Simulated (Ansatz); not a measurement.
A relaxed structure of SnO₂. All values below come from PBEsol (plane waves to 420 eV, PAW, scalar-relativistic; Ansatz, an electronic-structure program).

```
CELL_PARAMETERS angstrom
      4.74272     0.00000     0.00000
      0.00000     5.74973     0.00000
      0.00000     0.00000     5.24753
ATOMIC_POSITIONS crystal
  Sn 0.00000 0.66643 0.25000
  Sn 0.50000 0.83357 0.75000
  Sn 0.50000 0.16643 0.25000
  Sn 0.00000 0.33357 0.75000
  O  0.76915 0.39444 0.07772
  O  0.73085 0.10556 0.57772
  O  0.73085 0.89444 0.07772
  O  0.76915 0.60556 0.57772
  O  0.23085 0.60556 0.92228
  O  0.26915 0.89444 0.42228
  O  0.26915 0.10556 0.92228
  O  0.23085 0.39444 0.42228
```

**Question.** Determine the symmetry and give the standard cell with its independent sites.

**Answer.** Space group Pbcn (No. 60); a = 4.743 Å, b = 5.750 Å, c = 5.248 Å, α = 90.00°, β = 90.00°, γ = 90.00°

```tsv
atom	site	symmetry	x	y	z
Sn	4c	.2.	0.0000	0.6664	0.2500
O	8d	1	0.2308	0.3944	0.4223
```

**Question.** Give the shortest distances between elements (the closest pairs, up to four, under 3.6 Å).

**Answer.** O–Sn 2.04 Å; O–O 2.63 Å; Sn–Sn 3.25 Å.

```yaml
volume_per_atom: 11.92 Å³
band_gap: 1.26 eV, direct at Γ (no spin-orbit coupling)
```

No spin polarisation in the result.

The run could not lose the symmetry of its start.

The first start was generated by placing the elements on the sites of a structure type. Materials Project lists a structure of SnO2 in the same space group, Pbcn (No. 60); the sites were not compared with it, nor with measured phases. Known forms of SnO2 include space group No. 136.
